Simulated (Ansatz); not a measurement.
**Au (bcc): energy against volume**

Level of theory: DFT, r2SCAN, plane waves (500 eV) with PAW, scalar-relativistic in Ansatz. The PAW files were generated under PBE, with cores re-solved for the functional.

The cell is scaled uniformly from the relaxed one, with fractional coordinates and shape fixed. Energies are extrapolated to zero smearing, pressures are those at the given smearing. Magnetic state: spin not included.

A Birch-Murnaghan fit gives V₀ = 17.63 Å³/atom, B₀ = 150 GPa, B₀′ = 5.9.

Q: What are the energy above the minimum and the pressure at 15.473 Å³/atom?

A: 166.8 meV/atom and 28.65 GPa as computed.

Q: What are the energy above the minimum and the pressure at 16.880 Å³/atom?

A: 16.7 meV/atom and 7.42 GPa as computed.

Q: What are the energy above the minimum and the pressure at 19.693 Å³/atom?

A: 87.1 meV/atom and -11.98 GPa as computed.
